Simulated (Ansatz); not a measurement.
Run times of several calculations on Si3N4

Cell: 14 atoms, space group P6_3/m, a = 7.614 Å, b = 7.614 Å, c = 2.912 Å, α = 90.00°, β = 90.00°, γ = 120.00°.

All runs are DFT with Ansatz 0.2.0 on 1 thread of AMD EPYC 9R45 (Zen 5) (x86_64; 90 cores open to the job, memory cap 2.5 GiB, no GPU), a shared host.

Task: Rank the runs by wall time, shortest first.
A. relaxation of the ions, PBE, 420 eV, 4×4×9 k-points, smearing 0.02 eV
B. single point, PBE, 420 eV, 4×4×9 k-points, smearing 0.02 eV
C. single point at relaxed positions, r2SCAN, 500 eV, 4×4×9 k-points, smearing 0.02 eV

Result: B (5.5 s, 0.57 GiB), C (11 s, 0.95 GiB), A (18 s, 0.58 GiB).
